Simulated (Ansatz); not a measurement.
Cr (bcc, W type), generalised stacking-fault energy along a line

Cr (bcc, W type) is sheared across one {211} plane: the third cell vector gains the shift, so faults repeat every 6.9 Å. The cut lies between planes 1.16 Å apart; the cell height is held.

```
Cr
1.0
    2.45027     0.00000     0.00000
    0.00000     4.00127     0.00000
    0.00000     0.00000     6.93041
Cr
6
Cartesian
  0.00000   0.00000   6.35288
  1.63351   2.00064   0.57753
  0.81676   0.00000   1.73260
  0.00000   2.00064   2.88767
  1.63351   0.00000   4.04274
  0.81676   2.00064   5.19781
```

In-plane vectors a = (2.450, 0.000) Å, b = (0.000, 4.001) Å, area 9.80 Å². The shift is s times the vector a (length 2.450 Å), so s = 1 restores the start. The shift is rigid: no atom relaxes. γ = [E(shift) − E(0)] / area.

Calculation: r2SCAN (plane waves to 500 eV, PAW, scalar-relativistic; Ansatz, a program for electronic structure). k mesh 16×10×6 (Γ-centred), Fermi-Dirac smearing 0.05 eV. E is the zero-smearing estimate. Stress and pressure are positive under compression. With partly filled bands, the k mesh leaves noise in γ, roughly 0.02 J/m² as judged from a few cases. Faults lie only 6.9 Å apart, and holding the cell height and the atoms raises γ above its relaxed value. Cr is run without spin polarisation. Cr was relaxed with its symmetry unable to fall. Real Cr orders magnetically; this run has no moments, which shifts volume and moduli. γ is measured from zero shift.

```tsv
shift (Å)	γ (J/m²)	σ normal to the fault (GPa)
0.000	0.00	0.1
0.204	0.23	2.4
0.408	0.82	6.0
0.613	1.53	8.8
0.817	1.99	10.1
1.021	2.14	10.1
1.225	2.06	9.7
1.429	1.93	10.0
1.634	1.74	9.2
1.838	1.35	6.2
2.042	0.77	2.5
2.246	0.23	0.1
```

Derived quantities:

The highest computed γ on the line is 2.14 J/m² and the steepest slope dγ/d(shift) before the first maximum (spline) is 36 GPa. Position of the highest point: s = 0.417. Local minima between the ends: no computed point is one.

(The slope of γ gives the shear force per area between the displaced halves; near zero shift its curvature is an elastic stiffness.)
